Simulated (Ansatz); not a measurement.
Relaxed-ion elastic tensor of MgTi3N (anti-perovskite, Pm-3m) in GPa (Voigt order), r²SCAN (plane waves, PAW; program Ansatz); density 4.14 g/cm³, 14.60 Å³ per atom.

```
 241   102   102   0.0   0.0   0.0
 102   241   102   0.0   0.0   0.0
 102   102   241   0.0   0.0   0.0
 0.0   0.0   0.0  85.2   0.0   0.0
 0.0   0.0   0.0   0.0  85.2   0.0
 0.0   0.0   0.0   0.0   0.0  85.2
```

Problem. Is the crystal mechanically stable?

Solution. Yes: the smallest eigenvalue of C is 85.2 GPa.

Problem. Work out the Voigt, Reuss and Hill averages.

Solution. K_V = 148, K_R = 148, K_H = 148; G_V = 78.9, G_R = 78.1, G_H = 78.5 GPa.

Problem. Give Young's modulus, Poisson's ratio, Pugh's ratio and the universal anisotropy index.

Solution. E = 9KG/(3K + G) = 200 GPa; ν = 0.28; K/G = 1.89 (ductile by the Pugh limit of 1.75); A_U = 5G_V/G_R + K_V/K_R − 6 = 0.05.

Problem. Estimate the sound speeds and the Debye temperature.

Solution. v_l = √((K + 4G/3)/ρ) = 7820 m/s, v_t = √(G/ρ) = 4350 m/s, mean 4850 m/s; Θ = (h/k)(3n/4πV)^(1/3) v_m = 591 K.

Problem. Give the Zener ratio and Young's modulus along [100], [110] and [111].

Solution. A = 2C44/(C11 − C12) = 1.23; 1/E = S11 − 2(S11 − S12 − S44/2)Γ with Γ = 0, 1/4, 1/3 gives 180, 205, 214 GPa.

Problem. Solve the Christoffel equation for the three sound speeds along [100], [110], [111].

Solution. Eigenvalues of C_ijkl n_j n_l equal ρv². In km/s, slowest first: [100] 4.54, 4.54, 7.63; [110] 4.10, 4.54, 7.88; [111] 4.25, 4.25, 7.96.

The start of the workflow was typed in or built on a structure type; neither database checked (COD, Materials Project) lists it. Its standing as an ambient phase is unchecked. The r²SCAN relaxation kept the symmetry of its start; its stability against distortions is not shown here. The workflow began spin-polarised and lost its moments. As this level gives no gap, shear constants depend on the k-mesh and smearing (Fermi–Dirac, 0.1 eV here).

Potentials: the earlier of the program's two PAW sets. The files were generated under PBE; for other functionals the program regenerates the frozen cores, and for LDA and PBEsol the local potential too.
